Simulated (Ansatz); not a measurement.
Below is a relaxed structure of BeGe6F3. The cell was found from a structure generator's guess, not taken from experiment.

These are results of Ansatz 0.2.0, DFT PBE, scalar-relativistic, plane waves, PAW, not measurements. Cutoff 420 eV, Γ-centred mesh, Gaussian smearing, no spin polarisation.

```
Be Ge F
1.0
    -4.30165    4.30165    4.30165
     4.30165   -4.30165    4.30165
     4.30165    4.30165   -4.30165
Be Ge F
1 6 3
Cartesian
  0.0000 0.0000 0.0000
  6.4295 0.0000 0.0000
  2.1738 0.0000 0.0000
  0.0000 6.4295 0.0000
  0.0000 2.1738 0.0000
  0.0000 0.0000 6.4295
  0.0000 0.0000 2.1738
  4.3016 0.0000 0.0000
  0.0000 4.3016 0.0000
  0.0000 0.0000 4.3016
```

Formation energies are uncorrected and refer to the elements' standard structures at the same level (F₂ as a molecule).

(1) What space group does it have?

(2) How far does it lie from the elements in energy?

(3) Is it a metal?

## Answers

(1) Im-3m (No. 229). Conventional cell: a = 8.603 Å. Be has 6 Ge at 2.17 Å; Ge is surrounded by 1 F at 2.13 Å and 1 Be at 2.17 Å; F is surrounded by 2 Ge at 2.13 Å.

(2) −0.02 eV/atom. The formation energy is too near zero to say whether this cell lies below the elements.

(3) Yes, bands cross the Fermi level on the 6×6×6 mesh.

The last run used a 6×6×6 mesh for its 10-atom cell and Gaussian smearing of 0.10 eV. The k mesh leaves some 4 meV/atom of noise in the energy of each metallic cell. An odd number of electrons in the primitive cell allows no gap without spin; a larger cell or a magnetic state could open one. Symmetry constrained the relaxation, so the result can be a saddle point.
